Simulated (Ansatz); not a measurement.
LaRe (CsCl-type structure)

Computed with Ansatz (plane waves, PAW, 420 eV cutoff): PBEsol, scalar-relativistic, no spin polarisation, Γ-centred 8×8×8 mesh, 0.05 eV Gaussian smearing; PAW files: Ansatz's generated set soft_2.

```cif
data_structure
_symmetry_space_group_name_H-M 'P 1'
_symmetry_Int_Tables_number 1
_cell_length_a 3.5215
_cell_length_b 3.5215
_cell_length_c 3.5215
_cell_angle_alpha 90.000
_cell_angle_beta 90.000
_cell_angle_gamma 90.000
_cell_volume 43.67
loop_
_atom_site_label
_atom_site_type_symbol
_atom_site_fract_x
_atom_site_fract_y
_atom_site_fract_z
_atom_site_occupancy
La1 La 0.00000 0.00000 0.00000 1
Re1 Re 0.50000 0.50000 0.50000 1
```

This is a trial structure made by placing the elements on a prototype's sites, so it needn't be the stable form.

Problem. Which orbitals carry the states at the Fermi level, and how many states are there?

Solution. Within 0.1 eV of it: Re 5d 75 % (shares among the projected shells). The density of states at the Fermi level is about 3.7 states/eV per cell, averaged over 0.3 eV.

Density of states (tetrahedra, averaged over 0.3 eV; states/eV per cell of 2 atoms; energy in eV from the Fermi level; projections on Löwdin-orthogonalised atomic orbitals, summed over sites):

```
    E  total  Re 5d  La 4f  La 5d  Re 6s  La 6s
-5.20    0.0    0.0    0.0    0.0    0.0    0.0
-4.90    0.0    0.0    0.0    0.0    0.0    0.0
-4.60    0.1    0.0    0.0    0.0    0.0    0.0
-4.30    0.2    0.0    0.0    0.1    0.0    0.0
-4.00    0.4    0.1    0.0    0.2    0.1    0.1
-3.70    0.7    0.1    0.0    0.3    0.1    0.1
-3.40    1.1    0.3    0.0    0.4    0.2    0.1
-3.10    1.9    0.6    0.0    0.6    0.3    0.1
-2.80    2.3    0.8    0.0    0.8    0.4    0.1
-2.50    1.7    0.9    0.1    0.5    0.1    0.1
-2.20    2.1    1.2    0.1    0.5    0.1    0.2
-1.90    2.9    1.8    0.1    0.7    0.1    0.2
-1.60    4.5    2.7    0.1    1.5    0.0    0.1
-1.30    2.8    1.7    0.1    0.8    0.1    0.1
-1.00    1.9    1.2    0.1    0.4    0.1    0.0
-0.70    2.4    1.7    0.1    0.4    0.1    0.0
-0.40    4.8    3.6    0.2    0.6    0.1    0.0
-0.10    4.0    3.0    0.2    0.3    0.2    0.1
 0.20    2.6    1.8    0.2    0.2    0.1    0.1
 0.50    1.3    0.8    0.1    0.2    0.1    0.1
 0.80    1.1    0.6    0.1    0.3    0.1    0.1
 1.10    0.9    0.5    0.1    0.2    0.0    0.0
 1.40    1.1    0.6    0.1    0.3    0.1    0.0
 1.70    1.5    0.7    0.2    0.4    0.1    0.1
 2.00    1.9    0.7    0.3    0.6    0.0    0.1
 2.30    2.6    0.7    0.6    0.9    0.0    0.2
 2.60    3.0    0.6    0.9    1.0    0.0    0.2
 2.90    3.6    0.5    1.4    1.3    0.0    0.1
 3.20    4.4    0.4    2.4    1.4    0.0    0.0
 3.50    8.8    0.4    6.8    1.3    0.0    0.0
 3.80    7.1    0.3    6.2    0.4    0.0    0.0
 4.10   19.7    1.2   16.9    1.1    0.2    0.0
```

Spin–orbit coupling, which matters for such heavy elements, is left out.
